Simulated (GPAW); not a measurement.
**Equation of state of NbRu3C under PBE**

```cif
data_structure
_symmetry_space_group_name_H-M 'Pm-3m'
_symmetry_Int_Tables_number 221
_cell_length_a 4.0651
_cell_length_b 4.0651
_cell_length_c 4.0651
_cell_angle_alpha 90.000
_cell_angle_beta 90.000
_cell_angle_gamma 90.000
_cell_volume 67.18
loop_
_atom_site_label
_atom_site_type_symbol
_atom_site_symmetry_multiplicity
_atom_site_Wyckoff_symbol
_atom_site_fract_x
_atom_site_fract_y
_atom_site_fract_z
_atom_site_occupancy
Ru1 Ru 3 c 0.50000 0.50000 0.00000 1
Nb1 Nb 1 a 0.00000 0.00000 0.00000 1
C1 C 1 b 0.50000 0.50000 0.50000 1
```

The cell comes from a database or a generator and needn't be the stable form of this composition.

The cell was scaled at fixed shape and fractions and run with GPAW, GPAW PAW data sets (gpaw-data 1.2.1), cutoff 800 eV; PBE, k mesh 5 × 5 × 5 on the cell of 5 atoms, fermi-dirac occupations of 0.05 eV, no spin polarisation, no spin-orbit coupling. Energies are those that the program minimises, any entropy of the smearing included. For a metal such a mesh isn't converged to the digits shown.

| V (Å³/atom) | energy over the lowest row (meV/atom) |
| --- | --- |
| 12.6294 | 29.24 |
| 12.8981 | 9.03 |
| 13.1669 | 0.00 |
| 13.4356 | 0.93 |
| 13.7043 | ? |
| 13.9730 | 28.59 |
| 14.2417 | 53.49 |

Problem. Fit the third-order Birch-Murnaghan form, give V0, B0 and B′, and predict the energy left open.

Solution. With y = (V0/V)^(2/3), E = E0 + (9 V0 B0/16) [(y - 1)³ B′ + (y - 1)² (6 - 4y)]. Least squares through the rows shown give V0 = 13.2733 Å³/atom, E0 = -0.76 meV, B0 = 280.6 GPa (1 eV/Å³ = 160.218 GPa) and B′ = 4.59, with a largest miss of 0.01 meV. At V = 13.7043 the form with these constants gives 10.79 meV; the run gave 10.77 meV an atom.
